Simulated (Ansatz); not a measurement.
**GaN (P6_3mc), zone-centre modes**

Method: Ansatz 0.2.0, DFT PBE, scalar-relativistic, plane waves, PAW. Cutoff 420 eV, Γ-centred 12×12×4 k-points, Gaussian smearing of 0.05 eV. No spin polarisation.

The undisturbed cell (relaxed at this level):

```
CELL_PARAMETERS angstrom
3.16674 0.00000 0.00000
-1.58337 2.74248 0.00000
0.00000 0.00000 10.50567
ATOMIC_POSITIONS crystal
Ga 0.00000 0.00000 0.28349
Ga 0.33333 0.66667 0.53120
Ga 0.66667 0.33333 0.03120
Ga 0.00000 0.00000 0.78349
N 0.33333 0.66667 0.85145
N 0.00000 0.00000 0.59386
N 0.66667 0.33333 0.35145
N 0.00000 0.00000 0.09386
```

Harmonic modes by finite displacements of 0.02 Å, without the LO–TO term.

Question: At this geometry, is the structure stable against these modes?

Answer: No: 2 modes are unstable, the strongest at 78i cm⁻¹.

Question: List the wavenumbers in cm⁻¹.

Answer: 78i, 78i, 0, 0, 0, 61, 61, 101, 101, 173, 219, 226, 361, 470, 470, 477, 477, 496, 566, 566, 567, 567, 589, 654.

Cost: 1 run of about 7.8 core-minutes, on Arm Neoverse V1 (shared hosts).